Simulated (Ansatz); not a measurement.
A geometry of PtSe$_{2}$ away from equilibrium: step 19 of the relaxation of a relaxed PtSe2 cell, doubled along one cell vector, shaken by Gaussian noise of σ = 0.08 Å a coordinate. Method: PBE (plane waves to 420 eV, PAW, scalar-relativistic; Ansatz, a first-principles code). Γ-centred k-mesh 6×3×6 on the run's cell (coarser than for final values), Fermi–Dirac smearing 0.05 eV.

```xyz
6
Lattice="0.2324 2.5261 2.9497 7.7373 -1.3732 7.7374 2.9496 2.5261 0.2324" Properties=species:S:1:pos:R:3:forces:R:3 pbc="T T T" free_energy=-46924.313 pressure_GPa=2.8
Pt     0.7038    -0.0591    -0.6750   -0.0001    0.0002    0.0002
Pt     3.2136    -0.7455     4.5527   -0.0001    0.0000   -0.0004
Se     2.3952     0.8125     1.0164   -0.0019    0.0123   -0.0015
Se     4.9050     0.1262     6.2441   -0.0017    0.0121   -0.0019
Se     4.7042     3.4351     6.0434    0.0020   -0.0124    0.0016
Se     9.9317     2.7482     8.5530    0.0018   -0.0122    0.0020
```

Positions in Å, forces in eV/Å, free energy of the cell in eV (comparable only within this code, potentials and settings). Largest force: 0.01 eV/Å, on Se3, Se4, Se5, Se6 (atoms numbered as listed); the geometry lies 0.07 eV/atom above the end of its relaxation.

No spin polarisation in the result. No dispersion correction is included, so spacings between layers, chains or molecules are soft and tend to come out too large.

The end of the path is a generated cell of PtSe2: the first start was made by placing the elements on the sites of a structure type, and the end was not matched to a known phase here, so it may be hypothetical. Known forms of PtSe2 include space group No. 164.
